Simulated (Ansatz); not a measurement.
Tl2ZnO2 (P3m1) at 2 levels of theory

One geometry, relaxed with PBE; plane waves with PAW potentials in Ansatz, scalar-relativistic. No spin polarisation. Gaps are the least over mesh and band path; pressure is positive in compression.

```cif
data_structure
_symmetry_space_group_name_H-M 'P3m1'
_symmetry_Int_Tables_number 156
_cell_length_a 3.3809
_cell_length_b 3.3809
_cell_length_c 10.7369
_cell_angle_alpha 90.000
_cell_angle_beta 90.000
_cell_angle_gamma 120.000
_cell_volume 106.28
loop_
_atom_site_label
_atom_site_type_symbol
_atom_site_symmetry_multiplicity
_atom_site_Wyckoff_symbol
_atom_site_fract_x
_atom_site_fract_y
_atom_site_fract_z
_atom_site_occupancy
Zn1 Zn 1 c 0.66667 0.33333 0.65572 1
Tl1 Tl 1 a 0.00000 0.00000 0.02583 1
Tl2 Tl 1 b 0.33333 0.66667 0.32325 1
O1 O 1 c 0.66667 0.33333 0.17475 1
O2 O 1 a 0.00000 0.00000 0.65695 1
```

```json
{"level": "PBE", "cutoff (eV)": "420", "k mesh": "12×12×4", "gap (eV)": "0.43", "pressure (GPa)": "0.0"}
```

Q: What comes out on the same cell with LDA?

A:
```tsv
level	cutoff (eV)	k mesh	gap (eV)	pressure (GPa)
LDA	420	12×12×4	0.33	-6.1
```

Spin-orbit coupling matters for the bands of heavy elements and is left out. The cell holds layers, chains or molecules and no dispersion correction was added, so their binding is poorly described.

The cell was found from a structure generator's guess, not taken from experiment.
